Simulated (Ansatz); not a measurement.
Input file for Ansatz (a quantum-chemistry and plane-wave program):

Ansatz 0.2 input:
```yaml
crystal:
  lattice:
    - [0.0, 1.8900865204, 1.8900865204]
    - [1.8900865204, 0.0, 1.8900865204]
    - [1.8900865204, 1.8900865204, 0.0]
  atoms:
    - { symbol: Rh, position: [0.0, 0.0, 0.0] }
kpoints:
  mp_grid: { grid: [39, 39, 39] }
hamiltonian:
  xc: pbesol
  pseudopotentials: { azcp: { folder: ./paw }, kind: paw }
scf:
  occupations: { method: fermi_dirac, width: 0.1 }
elastic: { mode: relaxed_ion, stencil: two_point, amplitude: 0.005, f_tol: 0.0005 }
```

Output (shortened):

```
Pseudopotential: Rh, paw, valence charge 17
Functional definition: PBEsol
Crystal: 1 atoms, lattice volume = 13.504 Å³
Basis set: ecut = 420 eV, 259 PW (Γ), exchange–correlation on 36×36×36 points (8 copies of the dense FFT grid, shifted against one another)
Bands: 13, of which v1, the nominal top of the filled ones, is band 9 counted from 1 (8 counted from 0)
Symmetry: 48 space group operations
Space group: Fm-3m (ITA 225), of the structure as read, at distance tolerance 2.4e-5 Å
k-points: 1540 of 59319
SCF iter   1: F=—  HF=-6339.400385 eV  |F-HF|=—  |Δ(HF+E_count)|=         —  Δρ=1.22e-1  dr2=1.86e0  ethr=3.10e-3  ⟨swp⟩=5.0  Hψ=107324  notcnv=0
preconditioner: auto → none
SCF iter   2: F=—  HF=-6338.866295 eV  |F-HF|=—  |Δ(HF+E_count)|=   5.34e-1  Δρ=4.64e-2  dr2=1.65e-1  ethr=3.10e-3  ⟨swp⟩=2.0  Hψ=50792  notcnv=0
SCF iter   3: F=—  HF=-6338.813248 eV  |F-HF|=—  |Δ(HF+E_count)|=   5.30e-2  Δρ=1.52e-2  dr2=9.07e-3  ethr=9.70e-4  ⟨swp⟩=2.7  Hψ=40622  notcnv=0
SCF iter   4: F=—  HF=-6338.811423 eV  |F-HF|=—  |Δ(HF+E_count)|=   1.83e-3  Δρ=1.04e-3  dr2=8.57e-5  ethr=5.34e-5  ⟨swp⟩=1.1  Hψ=20677  notcnv=0
SCF iter   5: F=—  HF=-6338.811421 eV  |F-HF|=—  |Δ(HF+E_count)|=   1.49e-6  Δρ=1.12e-4  dr2=8.28e-7  ethr=5.04e-7  ⟨swp⟩=2.4  Hψ=33104  notcnv=0
SCF iter   6: F=—  HF=-6338.811422 eV  |F-HF|=—  |Δ(HF+E_count)|=   1.09e-6  Δρ=6.40e-6  dr2=2.29e-9  ethr=4.87e-9  ⟨swp⟩=2.0  Hψ=33339  notcnv=0
SCF iter   7: F=—  HF=-6338.811422 eV  |F-HF|=—  |Δ(HF+E_count)|=  7.19e-11  Δρ=1.49e-6  dr2=1.18e-10  ethr=1.35e-11  ⟨swp⟩=1.3  Hψ=21525  notcnv=0
SCF iter   8: F=—  HF=-6338.811422 eV  |F-HF|=—  |Δ(HF+E_count)|=  3.27e-11  Δρ=5.85e-8  dr2=2.86e-13  ethr=6.93e-13 (applied; sched 1.00e-12)  ⟨swp⟩=2.7  Hψ=33774  notcnv=0
SCF iter   9: F=-6338.811422 eV  HF=-6338.811422 eV  |F-HF|=0.00e0  |Δ(HF+E_count)|=    0.00e0  Δρ=3.22e-9  dr2=3.73e-16  ethr=1.00e-12  ⟨swp⟩=4.0  Hψ=59736  notcnv=0
SCF 1 converged in 9 iterations: F = -6338.811422 eV  dr2 = 3.73e-16
Crystal: 1 atoms, lattice volume = 13.437 Å³
Symmetry: 16 space group operations
k-points: 4200 of 59319
iter 1 solved again at ethr=3.03e-7 eV; its pass at ethr=3.10e-3 eV (dr2=5.15e-5 eV) is discarded
SCF iter   1: F=—  HF=-6338.810763 eV  |F-HF|=—  |Δ(HF+E_count)|=         —  Δρ=5.59e-4  dr2=2.38e-5  ethr=3.03e-7  ⟨swp⟩=2.0  Hψ=366936  notcnv=0
preconditioner: auto → none
SCF iter   2: F=—  HF=-6338.810763 eV  |F-HF|=—  |Δ(HF+E_count)|=   5.40e-8  Δρ=3.00e-4  dr2=4.04e-6  ethr=1.40e-7  ⟨swp⟩=2.0  Hψ=73645  notcnv=0
SCF iter   3: F=—  HF=-6338.810762 eV  |F-HF|=—  |Δ(HF+E_count)|=   1.02e-6  Δρ=1.14e-4  dr2=5.67e-7  ethr=2.38e-8  ⟨swp⟩=2.4  Hψ=86911  notcnv=0
SCF iter   4: F=—  HF=-6338.810762 eV  |F-HF|=—  |Δ(HF+E_count)|=   4.41e-7  Δρ=9.23e-6  dr2=4.95e-9  ethr=3.34e-9  ⟨swp⟩=2.0  Hψ=72302  notcnv=0
SCF iter   5: F=—  HF=-6338.810762 eV  |F-HF|=—  |Δ(HF+E_count)|=   2.14e-9  Δρ=1.83e-6  dr2=1.68e-10  ethr=2.91e-11  ⟨swp⟩=2.1  Hψ=90600  notcnv=0
SCF iter   6: F=—  HF=-6338.810762 eV  |F-HF|=—  |Δ(HF+E_count)|=  1.55e-11  Δρ=8.03e-8  dr2=2.02e-13  ethr=9.90e-13 (applied; sched 1.00e-12)  ⟨swp⟩=1.6  Hψ=74584  notcnv=0
SCF iter   7: F=-6338.810762 eV  HF=-6338.810762 eV  |F-HF|=9.09e-13  |Δ(HF+E_count)|=  1.82e-12  Δρ=1.43e-8  dr2=6.34e-15  ethr=1.00e-12  ⟨swp⟩=3.9  Hψ=159315  notcnv=0
SCF 2 converged in 7 iterations: F = -6338.810762 eV  dr2 = 6.34e-15
Crystal: 1 atoms, lattice volume = 13.572 Å³
Basis set: ecut = 420 eV, 267 PW (Γ), exchange–correlation on 36×36×36 points (8 copies of the dense FFT grid, shifted against one another)
iter 1 solved again at ethr=1.31e-8 eV; its pass at ethr=3.10e-3 eV (dr2=2.23e-6 eV) is discarded
SCF iter   1: F=—  HF=-6338.811055 eV  |F-HF|=—  |Δ(HF+E_count)|=         —  Δρ=8.83e-4  dr2=2.23e-6  ethr=1.31e-8  ⟨swp⟩=1.9  Hψ=333420  notcnv=0
preconditioner: auto → none
SCF iter   2: F=—  HF=-6338.811085 eV  |F-HF|=—  |Δ(HF+E_count)|=   3.02e-5  Δρ=4.41e-4  dr2=5.52e-7  ethr=1.31e-8  ⟨swp⟩=1.0  Hψ=54600  notcnv=0
SCF iter   3: F=—  HF=-6338.811094 eV  |F-HF|=—  |Δ(HF+E_count)|=   9.26e-6  Δρ=3.04e-5  dr2=9.14e-8  ethr=3.25e-9  ⟨swp⟩=1.3  Hψ=60032  notcnv=0
SCF iter   4: F=—  HF=-6338.811094 eV  |F-HF|=—  |Δ(HF+E_count)|=   2.18e-8  Δρ=6.31e-7  dr2=3.47e-11  ethr=5.38e-10  ⟨swp⟩=2.3  Hψ=78511  notcnv=0
SCF iter   5: F=—  HF=-6338.811094 eV  |F-HF|=—  |Δ(HF+E_count)|=  3.46e-11  Δρ=1.35e-7  dr2=5.28e-13  ethr=2.04e-13 (applied; sched 1.00e-12)  ⟨swp⟩=2.4  Hψ=90043  notcnv=0
SCF iter   6: F=-6338.811094 eV  HF=-6338.811094 eV  |F-HF|=1.82e-12  |Δ(HF+E_count)|=  3.64e-12  Δρ=1.46e-8  dr2=1.07e-14  ethr=1.00e-12  ⟨swp⟩=4.0  Hψ=164588  notcnv=0
SCF 3 converged in 6 iterations: F = -6338.811094 eV  dr2 = 1.07e-14
Crystal: 1 atoms, lattice volume = 13.504 Å³
Basis set: ecut = 420 eV, 263 PW (Γ), exchange–correlation on 36×36×36 points (8 copies of the dense FFT grid, shifted against one another)
Symmetry: 8 space group operations
k-points: 8000 of 59319
iter 1 solved again at ethr=1.95e-7 eV; its pass at ethr=3.10e-3 eV (dr2=3.31e-5 eV) is discarded
SCF iter   1: F=—  HF=-6338.811181 eV  |F-HF|=—  |Δ(HF+E_count)|=         —  Δρ=7.46e-4  dr2=7.83e-6  ethr=1.95e-7  ⟨swp⟩=2.0  Hψ=680189  notcnv=0
preconditioner: auto → none
SCF iter   2: F=—  HF=-6338.811197 eV  |F-HF|=—  |Δ(HF+E_count)|=   1.56e-5  Δρ=3.38e-4  dr2=1.02e-6  ethr=4.60e-8  ⟨swp⟩=1.4  Hψ=124613  notcnv=0
SCF iter   3: F=—  HF=-6338.811200 eV  |F-HF|=—  |Δ(HF+E_count)|=   2.94e-6  Δρ=7.32e-5  dr2=4.53e-8  ethr=5.98e-9  ⟨swp⟩=1.0  Hψ=104006  notcnv=0
SCF iter   4: F=—  HF=-6338.811200 eV  |F-HF|=—  |Δ(HF+E_count)|=   2.30e-7  Δρ=6.97e-6  dr2=2.92e-9  ethr=2.67e-10  ⟨swp⟩=2.5  Hψ=173895  notcnv=0
SCF iter   5: F=—  HF=-6338.811200 eV  |F-HF|=—  |Δ(HF+E_count)|=  1.86e-10  Δρ=2.83e-6  dr2=1.46e-10  ethr=1.72e-11  ⟨swp⟩=2.4  Hψ=157255  notcnv=0
SCF iter   6: F=—  HF=-6338.811200 eV  |F-HF|=—  |Δ(HF+E_count)|=  2.02e-10  Δρ=3.21e-7  dr2=4.62e-12  ethr=8.61e-13 (applied; sched 1.00e-12)  ⟨swp⟩=1.3  Hψ=117266  notcnv=0
SCF iter   7: F=-6338.811200 eV  HF=-6338.811200 eV  |F-HF|=0.00e0  |Δ(HF+E_count)|=  9.09e-13  Δρ=1.46e-8  dr2=8.68e-15  ethr=1.00e-12  ⟨swp⟩=3.0  Hψ=392351  notcnv=0
SCF 4 converged in 7 iterations: F = -6338.811200 eV  dr2 = 8.68e-15
Crystal: 1 atoms, lattice volume = 13.504 Å³
iter 1 solved again at ethr=5.96e-9 eV; its pass at ethr=3.10e-3 eV (dr2=1.01e-6 eV) is discarded
SCF iter   1: F=—  HF=-6338.811178 eV  |F-HF|=—  |Δ(HF+E_count)|=         —  Δρ=5.98e-4  dr2=1.01e-6  ethr=5.96e-9  ⟨swp⟩=1.6  Hψ=620633  notcnv=0
preconditioner: auto → none
SCF iter   2: F=—  HF=-6338.811195 eV  |F-HF|=—  |Δ(HF+E_count)|=   1.71e-5  Δρ=2.99e-4  dr2=2.50e-7  ethr=5.95e-9  ⟨swp⟩=1.0  Hψ=104000  notcnv=0
SCF iter   3: F=—  HF=-6338.811200 eV  |F-HF|=—  |Δ(HF+E_count)|=   4.99e-6  Δρ=2.03e-5  dr2=3.98e-8  ethr=1.47e-9  ⟨swp⟩=1.2  Hψ=109583  notcnv=0
SCF iter   4: F=—  HF=-6338.811200 eV  |F-HF|=—  |Δ(HF+E_count)|=   8.56e-9  Δρ=3.91e-7  dr2=8.57e-12  ethr=2.34e-10  ⟨swp⟩=2.3  Hψ=148976  notcnv=0
SCF iter   5: F=—  HF=-6338.811200 eV  |F-HF|=—  |Δ(HF+E_count)|=  1.09e-11  Δρ=1.00e-7  dr2=2.38e-13  ethr=5.04e-14 (applied; sched 1.00e-12)  ⟨swp⟩=2.2  Hψ=174642  notcnv=0
SCF iter   6: F=-6338.811200 eV  HF=-6338.811200 eV  |F-HF|=1.82e-12  |Δ(HF+E_count)|=    0.00e0  Δρ=9.71e-9  dr2=4.31e-15  ethr=1.00e-12  ⟨swp⟩=3.7  Hψ=285245  notcnv=0
SCF 5 converged in 6 iterations: F = -6338.811200 eV  dr2 = 4.31e-15
SCF converged after 9 iterations
Free energy (F): -6338.811422 eV
Harris-Foulkes:  -6338.811422 eV  (|F-HF|=0.00e0)
Internal energy: -6338.768914 eV  (E = F + TS)
E sigma→0 (E₀):  -6338.790168 eV
Entropy (-TS):   -0.042508 eV (-42.508 meV/atom)
Fermi energy:    22.778543 eV
--- Per-component energies (eV) ---
  E_band       = -79.486767
  E_kinetic    = 537.889757
  E_local      = -1449.677267  (includes V_loc(G=0)·N_el)
  E_nonlocal   = 300.085013
  E_hartree    = 537.533857
  E_xc         = -200.974471
  E_vxc        = -253.123538  (∫ρ·V_xc dr)
  E_paw        = -3540.222307  (= ΣΔE_a)
  E_vpaw       = -289.728492  (= ΣTr[D̂ρ^β])
  E_aug_tail   = 0.000047  (compensation charges beyond the density's cutoff)
  E_ewald      = -2523.679743
  E_core_change = 0.276201  (= ΣΔE_core)
  E_smearing   = -0.042508  (= −TS)
  E_closure    =  0.000000  (closes the sum)
  Σ components = -6338.811422   (vs F -6338.811422, Δ=0.00e0)
  [band-id]    e_kinetic+e_local+e_nonlocal+2·e_hartree+e_vxc+e_vpaw+e_augmentation_tail = -79.486766   (vs E_band -79.486767, Δ=4.35e-7)
--- Forces (eV/Å), atoms counted from 1 ---
  atom   1  Rh     0.00000000     0.00000000     0.00000000
  max |Σ_I F_I| component: 0.0 eV/Å
--- Stress (GPa, compression-positive) ---
        0.378167       0.000000       0.000000
        0.000000       0.378167       0.000000
        0.000000       0.000000       0.378167
  P = ⅓ Tr σ = 0.3782 GPa (3.782 kbar)
--- Band table (eV; the first three rows and the last of 1540) ---
  k-point 0: bands = ["-56.0907", "-23.5479", "-23.5479", "-23.5479", "14.6059", "19.5978", "19.5978", "19.5978", "21.7720", "21.7720", "38.5060", "43.9138", "43.9138"]
  k-point 1: bands = ["-56.0899", "-23.5532", "-23.5486", "-23.5486", "14.6330", "19.5852", "19.6089", "19.6089", "21.7655", "21.7655", "38.5462", "43.7592", "43.9529"]
  k-point 2: bands = ["-56.0876", "-23.5688", "-23.5507", "-23.5507", "14.7138", "19.5485", "19.6412", "19.6412", "21.7472", "21.7472", "38.6643", "43.3459", "44.0712"]
  k-point 1539: bands = ["-55.9275", "-24.0731", "-24.0565", "-23.8429", "17.5978", "18.7393", "18.9611", "21.5466", "23.8039", "32.3208", "32.5195", "34.2014", "35.6276"]
--- Elastic constants: 2 strain directions × 2 members + reference (group order 48) ---
  dense FFT box of the reference and of every strained cell: 18×18×18
  strains applied: 11, 23; error gains: componentwise 1.00 (the most a stress slope's error grows in a printed constant), spectral 1.73 (1 for all six strains …
  C = ∂σ_k/∂η_j (tension-positive GPa; Voigt order 11 22 33 23 13 12):
       468.128    208.895    208.895      0.000      0.000      0.000
       208.895    468.128    208.895      0.000      0.000      0.000
       208.895    208.895    468.128      0.000      0.000      0.000
         0.000      0.000      0.000    210.020      0.000      0.000
         0.000      0.000      0.000      0.000    210.020      0.000
         0.000      0.000      0.000      0.000      0.000    210.020
  reference stress σ⁰ (GPa):     -0.378     -0.378     -0.378      0.000      0.000      0.000
  C* (energy form; C + prestress term) asymmetry max|C*_kj − C*_jk| = 1.421e-13 GPa — a small one proves nothing (zero by symmetry where the batch's group is …
  moduli (Voigt/Reuss/Hill, GPa): K = 295.31/295.31/295.31   G = 177.86/168.27/173.06   E = 434.34   ν = 0.255
  mechanically stable: yes (min eigenvalue of sym C = 210.02 GPa)
  where every solve meets its electron count the energy-path curvature estimates C_jj along a normal strain and C_jj − ¼(σ⁰_aa + σ⁰_bb) along a shear (ab), of …
  strain η (Voigt 11):  stress-route row diagonal C_11 = 468.13 GPa, energy-path curvature d²(F+E_count+ΔE)/dδ²/Ω₀ = 469.07 GPa
         δ    σ_11 (GPa)             F (eV)   n_scf  n_hpsi   n_pw
    -5.000e-3      -2.7563       -6338.8107623       7  974697    277   relax 0 steps, max|allowed force component| 0.00e0 eV/Å
     5.000e-3       1.9250       -6338.8110943       6  831602    280   relax 0 steps, max|allowed force component| 0.00e0 eV/Å
  strain η (Voigt 23):  stress-route row diagonal C_44 = 210.02 GPa, energy-path curvature d²(F+E_count+ΔE)/dδ²/Ω₀ = 211.13 GPa
         δ    σ_23 (GPa)             F (eV)   n_scf  n_hpsi   n_pw
    -5.000e-3      -1.0501       -6338.8111999       7  1845593    279   relax 0 steps, max|allowed force component| 0.00e0 eV/Å
     5.000e-3       1.0501       -6338.8111999       6  1539089    279   relax 0 steps, max|allowed force component| 0.00e0 eV/Å
```

Cost: very roughly 4 core-minutes on shared cores.

The cell was relaxed with PBEsol under the symmetry of its start. No spin polarisation was allowed. As this level gives no gap, shear constants depend on the k-mesh and smearing (Fermi–Dirac, 0.1 eV here). On the denser mesh and wider smearing of the elastic run this cell carries a stress of 0.4 GPa. Scalar-relativistic: spin–orbit coupling is off unless named, which matters more the heavier the elements.

Potentials: the earlier of the program's two PAW sets.

Ansatz is a plane-wave DFT program.
